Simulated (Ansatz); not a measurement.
## Zn₂S: computed properties

All numbers below come from DFT PBE, scalar-relativistic, plane waves, PAW in Ansatz 0.2.0.

Cutoff 420 eV; k points 10×10×10 on the computed 6-atom cell (Γ-centred); Gaussian smearing, width 0.10 eV; no spin polarisation.

The structure is relaxed at this level of theory with its symmetry kept, and needn't be the ground state of this composition.

Space group Fd-3m (No. 227), cubic, a = 7.340 Å. Zn is surrounded by 6 Zn at 2.60 Å and 6 S at 3.04 Å; S is surrounded by 12 Zn at 3.04 Å and 4 S at 3.18 Å.

* Volume per atom: 16.48 Å³
* Formation energy from the elements' standard states (uncorrected): +0.249 eV/atom
* Kohn–Sham band gap: none (metal)
* Density of states at the Fermi level: 1.6 states/eV per cell
* Orbital (Löwdin) character within 0.5 eV of the Fermi level: S 3p 61 %, Zn 4s 29 %, unprojected 9 %
* Bader charge by site (e): Zn (4 in the cell) 0.37, S (2 in the cell) -0.75

Another cell of Zn2S relaxed alike, in P4/nmm, lies 0.43 eV/atom lower, so this cell isn't the stable form at this level.

The cell was found from a structure generator's guess, not taken from experiment. Löwdin shares on free-atom orbitals overweight diffuse shells.
